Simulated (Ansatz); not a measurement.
**How much do the gradients of Ba8Fe3N8 depend on the method?**

Cell: a computed structure from the Materials Project (it need not be an observed phase).

Space group C2/m (No. 12); a = 19.7614, b = 5.7102, c = 7.9117 Å, β = 106.07°.

| site | Wyckoff | site symmetry | x | y | z |
| --- | --- | --- | --- | --- | --- |
| Ba1 | 4i | m | 0.0281 | 0.0000 | 0.2687 |
| Ba3 | 4i | m | 0.3322 | 0.0000 | 0.5284 |
| Ba5 | 4i | m | 0.3980 | 0.0000 | 0.0516 |
| Ba7 | 4i | m | 0.7969 | 0.0000 | 0.1948 |
| Fe9 | 2d | 2/m | 0.5000 | 0.0000 | 0.5000 |
| Fe10 | 4i | m | 0.1855 | 0.0000 | 0.2003 |
| N12 | 4i | m | 0.1091 | 0.0000 | 0.0208 |
| N14 | 4i | m | 0.1787 | 0.0000 | 0.4133 |
| N16 | 4i | m | 0.2699 | 0.0000 | 0.1652 |
| N18 | 4i | m | 0.5212 | 0.0000 | 0.3025 |

One atom of each set is listed; the run and its k-mesh use a cell of 19 atoms with edges of 10.28, 10.28, 7.91 Å.

First run. Computed with Ansatz: DFT, PBE, plane waves and PAW, scalar-relativistic, collinear spin, 420 eV cutoff, Γ-centred 6×6×4 k-points, Fermi–Dirac smearing 0.05 eV. Start moments as typed (μB): 3 on each Fe, none on the rest.

| site | V_zz (10²¹ V/m²) | η | m (μB) |
| --- | --- | --- | --- |
| Ba1 | 8.48 | 0.47 | 0.02 |
| Ba3 | 15.31 | 0.64 | 0.02 |
| Ba5 | -8.89 | 0.76 | 0.02 |
| Ba7 | 15.28 | 0.39 | 0.03 |
| Fe9 | 2.92 | 0.38 | 0.67 |
| Fe10 | -2.87 | 0.21 | 1.43 |
| N12 | 0.35 | 0.21 | 0.07 |
| N14 | 0.56 | 0.38 | 0.09 |
| N16 | 0.18 | 0.06 | 0.08 |
| N18 | -4.12 | 0.11 | -0.01 |

Second run. The same atoms and settings, except that the functional is r2SCAN, the cutoff is 500 eV and the mesh is 6×6×5.

(1) What does the second run give?

## Answers

(1) 

```
site   V_zz     η  change of V_zz  m (μB)
 Ba1  11.88  0.85           +3.40    0.02
 Ba3  18.32  0.73           +3.01    0.02
 Ba5  -9.26  0.95           -0.37    0.02
 Ba7  16.82  0.33           +1.54    0.02
 Fe9  -22.8  0.08               –    2.25
Fe10  -2.06  0.16           +0.81    1.70
 N12  -0.90  0.63               –    0.05
 N14  -0.82  0.55               –    0.05
 N16  -0.52  0.83               –    0.05
 N18  -2.26  0.59           +1.86    0.07
```

The largest change of V_zz along a kept axis is on Ba1, from 8.48 to 11.88. The whole tensor moves most on Fe9, by 20.98 along its most changed direction. In per cent, |V_zz| changes by +4 to +40 on Ba, -28 on Fe, -45 on N (all sites that start above 2, bar those whose gradient vanishes or changes sign or whose main axis turns by over 40°). Where |V_zz| stays above 0.1 and the axes keep their order, η moves most on Ba1, from 0.47 to 0.85. On N18 V_xx and V_yy change places (or their axes turn by over 50°), so the two values of η hide a larger change. On Fe9, N14, N12, N16 the largest principal value lies along another axis in the second run, so the two V_zz can't be compared directly. The absolute magnetisation of the cell goes from 6.2 to 9.0 μB. Isomer shifts (Fe against α-Fe, from the density at the nucleus and a line fitted to measured compounds for each functional; the lines scatter by about 0.1 mm/s, so smaller changes between functionals mean little): Fe9 -0.42 → -0.38 mm/s; Fe10 -0.69 → -0.66 mm/s.

Without spin–orbit coupling (the program notes it for Ba) the gradients can shift somewhat, as the gap is small. Semilocal functionals can leave a metal where correlation in the d or f shell opens a gap in the real compound, and that would change the values at and beside Fe. With these PAW files V_zz is typically within 2 to 3 % of all-electron values, but misses above 10 % occur on Fe. All moments are parallel here, as the start or the cell imposes; many such compounds order antiparallel, where fields and spin densities carried over to other atoms largely cancel. The magnetic order is the one that the run reached from its start moments, not necessarily the measured one.
For the first run: The largest force is 0.3 eV/Å, so the atoms aren't at the calculated equilibrium and relaxing them would move these values.
For the second run: The largest force is 1.9 eV/Å, so the atoms aren't at the calculated equilibrium and relaxing them would move these values. The program didn't check the stability of this electronic state in full, so a lower one may lie near.
